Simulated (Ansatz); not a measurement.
**AlCu: computed property card**

AlCu:
```yaml
crystal:
  lattice:
    - [2.95675, 0.00000, 0.00000]
    - [0.00000, 2.95675, 0.00000]
    - [0.00000, 0.00000, 2.95675]
  atoms:
    - { symbol: Al, position: [0.00000, 0.00000, 0.00000] }
    - { symbol: Cu, position: [0.50000, 0.50000, 0.50000] }
```

Space group Pm-3m (No. 221), CsCl type; conventional cell a = 2.957 Å, b = 2.957 Å, c = 2.957 Å, α = 90.00°, β = 90.00°, γ = 90.00°.

Method: DFT-r²SCAN in the program Ansatz with PAW potentials. Structure relaxed to zero pressure with the same functional. Other levels are named where they apply.

### Cell and energy

Volume per atom: 12.92 Å³
Density: 5.82 g/cm³
Formation energy from the elements (no fitted shifts): -0.17 eV/atom

### Electronic structure

* **Electronic character**: metallic (no gap)
* **Density of states at the Fermi level**: 0.26 states/eV per atom (mean over ±0.08 eV)

### Mechanics

Bulk modulus (Birch–Murnaghan fit): 1330 kbar
Pressure derivative B′: 4.6
Elastic constants (relaxed ions, GPa): C11 = 122, C12 = 139, C44 = 57.2
Mechanical stability: unstable (C has a negative eigenvalue)

### Phonons

* **Highest zone-centre frequency**: 262 cm⁻¹
* **Zone-centre stability**: no imaginary mode at Γ

### Charges

* **Bader charges**: Al +1.53, Cu -1.53 e

The workflow started from a Materials Project entry (that database holds measured and hypothetical structures alike); the Crystallography Open Database copy checked does not list it. COD files the formula under space group No. 12. Its standing as an ambient phase is unchecked. Symmetry was held in the r²SCAN relaxation. No spin polarisation was allowed. As this level gives no gap, shear constants depend on the k-mesh and smearing (Fermi–Dirac, 0.1 eV here). As this level gives no gap, phonon frequencies hold no LO–TO term and depend on the k-mesh and smearing (Fermi–Dirac, 0.1 eV here). The references are the lowest solids computed at this level, not always the standard phases.

Potentials: the later of the program's two PAW sets.
